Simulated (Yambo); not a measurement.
Yambo input for SiO$_{2}$ (space group Fddd, No. 70) (a = 8.744 Å, b = 7.732 Å, c = 5.274 Å, α = 82.15°, β = 61.16°, γ = 36.69°), on LDA (pw.x of Quantum ESPRESSO, ONCV potentials, scalar-relativistic) wavefunctions on a 4×4×4 mesh:

```
optics
chi
dipoles
kernel
FFTGvecs= 40 Ry
Chimod= "HARTREE"
NGsBlkXd= 3 Ry
% QpntsRXd
 1 | 1 |
%
% BndsRnXd
 1 | 128 |
%
GrFnTpXd= "R"
% EnRngeXd
 0.0 | 20.0 | eV
%
% DmRngeXd
 0.2 | 0.2 | eV
%
CGrdSpXd= 50
ETStpsXd= 161
% LongDrXd
 1.0 | 0.0 | 0.0 |
%
```

First lines of the file o-*.eps_q1_inv_rpa_dyson:

```
Absorption @ Q(1):   1.00000000     0.00000000     0.00000000    [q->0 direction]
#
# [ X ] Hartree size     :  109
# [GEN] GF Energies     : Slater exchange(X)+Perdew & Wang(C)
# [GEN] Green`s Function     : Retarded
#
# [GEN] Gauge     : Length
# [GEN] [r,Vnl] included     : yes
#
#    E[1] [eV]     Im(eps)     Re(eps)     Im(eps_o)     Re(eps_o)
#
     0.000000     0.57650E-16     2.337239     -0.90285E-18     2.460208
     0.125000     0.446964E-3     2.337378     0.489423E-3     2.460360
     0.250000     0.894704E-3     2.337797     0.979680E-3     2.460819
     0.375000     0.001344     2.338495     0.001472     2.461584
     0.500000     0.001796     2.339475     0.001966     2.462656
     0.625000     0.002250     2.340737     0.002464     2.464038
     0.750000     0.002709     2.342284     0.002966     2.465732
     0.875000     0.003173     2.344119     0.003473     2.467741
     1.000000     0.003642     2.346245     0.003987     2.470069
     1.125000     0.004118     2.348666     0.004507     2.472718
     1.250000     0.004601     2.351386     0.005035     2.475695
     1.375000     0.005093     2.354410     0.005573     2.479005
     1.500000     0.005594     2.357744     0.006121     2.482653
     1.625000     0.006106     2.361393     0.006680     2.486646
     1.750000     0.006629     2.365366     0.007251     2.490992
     1.875000     0.007166     2.369669     0.007837     2.495698
     2.000000     0.007716     2.374311     0.008437     2.500774
     2.125000     0.008283     2.379301     0.009055     2.506230
     2.250000     0.008866     2.384649     0.009691     2.512077
     2.375000     0.009468     2.390367     0.010346     2.518326
     2.500000     0.010091     2.396467     0.011024     2.524991
     2.625000     0.010736     2.402962     0.011726     2.532086
     2.750000     0.011405     2.409866     0.012454     2.539626
     2.875000     0.012102     2.417195     0.013210     2.547628
     3.000000     0.012827     2.424967     0.013997     2.556112
     3.125000     0.013585     2.433201     0.014819     2.565096
     3.250000     0.014377     2.441918     0.015678     2.574603
     3.375000     0.015208     2.451140     0.016578     2.584657
     3.500000     0.016082     2.460892     0.017522     2.595286
     3.625000     0.017002     2.471202     0.018517     2.606518
     3.750000     0.017974     2.482100     0.019565     2.618385
     3.875000     0.019003     2.493620     0.020675     2.630923
     4.000000     0.020095     2.505799     0.021851     2.644170
```
(The file goes on to the top of the energy range.) Convergence of the RPA response with its 4×4×4 mesh was not tested.

Geometry of the Materials Project entry, not relaxed at this level.

This is not the ordinary phase of the substance; no match was found in the copy of COD used, and its stability was not checked.
